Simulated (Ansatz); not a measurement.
The guess for InSb2As3 was made by a generator: random cell by space group and Wyckoff sites (P4/mmm, No. 123). The dimensions are guesses.

Space group P4/mmm (No. 123). a = 4.854 Å, b = 4.854 Å, c = 7.296 Å, α = 90.00°, β = 90.00°, γ = 90.00°
```tsv
atom	site	symmetry	x	y	z
In	1a	4/mmm	0.0000	0.0000	0.0000
Sb	2g	4mm	0.0000	0.0000	0.2728
As	2e	mmm.	0.5000	0.0000	0.5000
As	1c	4/mmm	0.5000	0.5000	0.0000
```

Computed with DFT PBE, scalar-relativistic, plane waves, PAW (Ansatz 0.2.0). Cutoff 420 eV, Gaussian smearing, Γ-centred meshes. Cell and atoms relax first on a coarse mesh and then on a finer one. In between, the cell is made exact in the group found at 0.06 Å. In metals the finer mesh still leaves noise of several meV/atom or more. The steps can't lower the symmetry of their start. No spin polarisation.

A guess keeps its type if space group and coordination stay and the shape of the cell changes little (axis ratios within about 15 %, angles within 6°); the volume may change.

Q: Does this structure survive the relaxation?

A: It doesn't keep its type. The symmetry stays P4/mmm (No. 123). The volume per atom shrinks by 3.2 %, from 28.6 to 27.7 Å³. The shortest distance goes from 1.99 Å (In–Sb) to 2.80 Å (In–As and As–As). The ratio c/a of the conventional cell changes by a factor of 1.78. Counting neighbours within 15 % of an atom's shortest distance, the start has As 4, In 2, Sb 1 and the end As 4/8, In 6, Sb 5. In detail, at the end around In lie 4 As at 2.80 Å and 2 Sb at 3.05 Å; around Sb lie 4 As at 3.00 Å and 1 In at 3.05 Å; around As on a site of symmetry mmm lie 4 As at 2.80 Å and 4 Sb at 3.00 Å; 1 more site not described.

```
In Sb As
1.0
     3.96203    0.00000    0.00000
     0.00000    3.96203    0.00000
     0.00000    0.00000   10.59564
In Sb As
1 2 3
Direct
  0.00000 0.00000 0.00000
  0.00000 0.00000 0.28739
  0.00000 0.00000 0.71261
  0.50000 0.00000 0.50000
  0.00000 0.50000 0.50000
  0.50000 0.50000 0.00000
```

The last run used a 10×10×4 mesh (in the run's order of axes) for its 6-atom cell and Gaussian smearing of 0.10 eV. These runs have no spin–orbit coupling, which can matter for Sb. A structure relaxed within its symmetry needn't be a true minimum. Another cell of InSb2As3 relaxed alike, in P4mm, lies 116 meV/atom lower, so this cell isn't the stable form at this level.

In counts of neighbours, a slash parts the counts of unlike sites.
